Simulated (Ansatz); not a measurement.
MoS2:
```
MoS2
1.0
    3.17378     0.00000     0.00000
   -1.58689     2.74858     0.00000
    0.00000     0.00000    19.31039
Mo S
3 6
Direct
  0.66667   0.33333   0.00000
  0.33333   0.66667   0.67669
  0.33333   0.66667   0.32331
  0.33333   0.66667   0.08045
  0.33333   0.66667   0.91955
  0.66667   0.33333   0.75716
  0.66667   0.33333   0.24284
  0.66667   0.33333   0.40375
  0.66667   0.33333   0.59625
```

Tensor components refer to the Cartesian frame of this cell.

Give the high-frequency dielectric tensor and the Born effective charge tensors of the independent atoms from DFPT, plane-wave PAW r²SCAN+D4 (Ansatz code).


ε∞:
```
14.2  0.00  0.00
0.00  14.2  0.00
0.00  0.00  4.94
```
Z* of atom 1 (Mo), rows: field, columns: displacement, in e:
```
-0.88   0.00   0.00
 0.00  -0.88   0.00
 0.00   0.00  -0.44
```
Z* of atom 2 (Mo), rows: field, columns: displacement, in e:
```
-0.87   0.00   0.00
 0.00  -0.87   0.00
 0.00   0.00  -0.38
```
Z* of atom 4 (S), rows: field, columns: displacement, in e:
```
0.44  0.00  0.00
0.00  0.44  0.00
0.00  0.00  0.22
```
Z* of atom 6 (S), rows: field, columns: displacement, in e:
```
0.43  0.00  0.00
0.00  0.43  0.00
0.00  0.00  0.20
```
Z* of atom 8 (S), rows: field, columns: displacement, in e:
```
0.44  0.00  0.00
0.00  0.44  0.00
0.00  0.00  0.18
```

Static charges for comparison (Bader): Mo1 +1.31, Mo2 +1.32, S4 -0.66, S6 -0.66, S8 -0.66 e. Born charges measure polarisation by displacement and can exceed these by far.

Space group P-6m2. The first step of the workflow began from a Materials Project structure, measured or hypothetical; the Crystallography Open Database copy checked does not list it. It is not the phase usual at ambient conditions (space group No. 160, 194). The cell was relaxed with r²SCAN+D4 under the symmetry of its start; its stability against distortions is not shown here. No spin polarisation was allowed. Scalar-relativistic: spin–orbit coupling is off unless named, which matters more the heavier the elements.

Potentials: the earlier of the program's two PAW sets. The files were generated under PBE; for other functionals the program regenerates the frozen cores, and for LDA and PBEsol the local potential too.
